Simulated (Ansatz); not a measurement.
**KVF$_{3}$, a known structure type with other elements, at an estimated volume**

```xyz
5
Lattice="4.1822 0.0000 0.0000 0.0000 4.1822 0.0000 0.0000 0.0000 4.1822" Properties=species:S:1:pos:R:3 pbc="T T T"
V     0.0000    0.0000    0.0000
F     2.0911    0.0000    0.0000
F     0.0000    2.0911    0.0000
F     0.0000    0.0000    2.0911
K     2.0911    2.0911    2.0911
```

Single point in Ansatz 0.2.0 with r2SCAN, with U_eff = 6.77 eV on V d (all-electron-ortho-atomic projectors), spin-orbit coupling. Cutoff 500 eV, PAW datasets, 6×6×6 Γ-centred k mesh, gaussian filling (width 0.0437 eV).

The state carries no moments; the state need not be the lowest.

Charges: Bader charges in e: K +0.90, V +1.66, F -0.85. In the mean V gives up most and F takes most.
Stress: The pressure is -0.6 GPa (compression positive), so with the atoms held at these fractions the cell would first shrink.
Electronic structure: It is a metal, with about 2.8 states/eV a cell as the mean within 0.25 eV of the Fermi level, mostly V d (93 %).

Origin: a known structure type with other elements, at an estimated volume, so it need not be a known compound. Caveats: started without moments under time reversal, so no moment could form.
